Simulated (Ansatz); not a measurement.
**Equation of state of SnTe**

A database entry relaxed whole under r2SCAN (Fm-3m):

```
CELL_PARAMETERS angstrom
0.00000 3.18615 3.18615
3.18615 0.00000 3.18615
3.18615 3.18615 0.00000
ATOMIC_POSITIONS crystal
Sn 0.00000 0.00000 0.00000
Te 0.50000 0.50000 0.50000
```

The cell was scaled uniformly, its shape held, and the atoms relaxed at each volume with plane-wave PAW DFT (Ansatz 0.2.0; r2SCAN, 500 eV, 9×9×9 Γ-centred mesh, fermi-dirac occupations of width 0.100 eV; no spin, no spin-orbit coupling). One row is withheld.

```csv
volume (Å³/atom),energy over the lowest (meV/atom),pressure (GPa)
30.404,17.9,3.07
31.051,7.7,1.93
31.697,1.8,0.90
32.344,0.0,-0.03
32.991,?,?
33.638,6.6,-1.60
34.285,14.4,-2.28
```

Problem. Fit the pressures of the other rows to the third-order Birch-Murnaghan form.

Solution. With f = [(V₀/V)^(2/3) − 1]/2 and P = 3B₀f(1 + 2f)^(5/2)[1 + 3(B₀′ − 4)f/2], least squares gives V₀ = 32.32 Å³ an atom, B₀ = 43.9 GPa and B₀′ = 4.3; the rows miss the fit by less than 0.01 GPa. The slope of the energies differs from these pressures by less than 0.05 GPa.

Problem. What does the withheld row hold?

Solution. The fit gives -0.86 GPa at 32.991 Å³; the run gave -0.86 GPa and 1.7 meV an atom.

Caveats: the shape of the cell was held; 0 K, fixed nuclei; the symmetry was kept, and this need not be the phase that is stable at 0 K; one mesh for all volumes; pressure is positive in compression.
